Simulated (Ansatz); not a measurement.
InSb (zinc blende)

```
InSb
1.0
    0.00000     6.63461     6.63461
    3.31730     0.00000     3.31730
    3.31730     3.31730     0.00000
Sb In
2 2
Direct
  0.37500   0.75000   0.75000
  0.87500   0.75000   0.75000
  0.00000   0.00000   0.00000
  0.50000   0.00000   0.00000
```

The atoms are displaced by Q × the pattern below (from a DFPT mode at L = (0.5, 0.0, 0.0), largest move 1; Q in Å), at fixed cell. (q is in reciprocal vectors of the primitive cell; the cell shown is doubled to hold the pattern.)

```tsv
atom	x	y	z
Sb1	-0.546	0.546	0.546
Sb2	0.546	-0.546	-0.546
In3	0.577	-0.577	-0.577
In4	-0.577	0.577	0.577
```

Computed with PBE (plane waves to 420 eV, PAW, scalar-relativistic; Ansatz, an electronic-structure program). k mesh 6×12×12 (Γ-centred), Fermi-Dirac smearing 0.05 eV. The energy includes the smearing's −TS. With partly filled bands, energies and forces of such displacements shift with the k mesh and the smearing. At this level the bands of InSb touch or barely overlap; measurements give the solid a gap. InSb was relaxed with its symmetry unable to fall. Spin-orbit coupling is left out, though Sb is heavy. The zero of ΔE is the undisplaced structure. The last digit holds for this mesh only.

```csv
Q (Å),ΔE (meV/cell)
-0.1000,179.3
-0.0833,123.3
-0.0667,withheld
-0.0500,43.8
-0.0333,19.4
-0.0167,4.8
0.0000,0.0
0.0167,4.8
0.0333,19.4
0.0500,43.8
0.0667,withheld
0.0833,123.3
0.1000,179.3
```

Problem. Fit an even polynomial form (powers 2, 4) to the given rows and predict ΔE at Q = -0.0667.

Solution. Least squares on the 11 given rows: ΔE = (17400)·Q² + (53220)·Q⁴, in meV/cell with Q in Å; root-mean-square residual 0.03 meV/cell. At -0.0667 the fit gives 78.5 meV/cell; the calculation gives 78.3 meV/cell, so the interpolation is off by 0.2 (+0.3 %). The quadratic term alone would give 77.4 meV/cell.

(For displaced atoms, the force is minus the slope of the energy, and its curvature is a force constant, which sets phonon frequencies.)
